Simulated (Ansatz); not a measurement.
AgPd in space group R-3m (No. 166; Ag on 3a, Pd on 3b) under volume change, PBEsol in the plane-wave PAW code Ansatz, shape and atoms relaxed at each volume.

```json
[
 {"V (Å³/atom)": "14.077", "E − E(relaxed) (meV/atom)": "76.6", "P (GPa)": "19.51"},
 {"V (Å³/atom)": "14.541", "E − E(relaxed) (meV/atom)": "[?]", "P (GPa)": "[?]"},
 {"V (Å³/atom)": "15.005", "E − E(relaxed) (meV/atom)": "7.4", "P (GPa)": "5.29"},
 {"V (Å³/atom)": "15.469", "E − E(relaxed) (meV/atom)": "0.0", "P (GPa)": "0.00"},
 {"V (Å³/atom)": "15.933", "E − E(relaxed) (meV/atom)": "[?]", "P (GPa)": "[?]"},
 {"V (Å³/atom)": "16.397", "E − E(relaxed) (meV/atom)": "24.4", "P (GPa)": "-7.91"},
 {"V (Å³/atom)": "16.861", "E − E(relaxed) (meV/atom)": "51.7", "P (GPa)": "-10.81"}
]
```

### Question
Complete the blanks.

### Answer

- 15.933, E − E(relaxed) (meV/atom): 6.5
- 15.933, P (GPa): -4.35
- 14.541, E − E(relaxed) (meV/atom): 31.7
- 14.541, P (GPa): 11.71

### Question
What does a third-order Birch–Murnaghan fit give for V₀, B₀ and B′?

### Answer
V₀ = 15.47 Å³/atom, B₀ = 159 GPa, B′ = 5.5.

The workflow started from a Materials Project entry (that database holds measured and hypothetical structures alike); the Crystallography Open Database copy checked does not list it. With Ag and Pd taken as one species the cell has the higher symmetry Fm-3m, so it may be an ordered model of a mixed-site phase. Whether it is the stable phase at ambient conditions was not checked. The PBEsol relaxation kept the symmetry of its start; its stability against distortions is not shown here. No spin polarisation was allowed.

Potentials: the later of the program's two PAW sets.
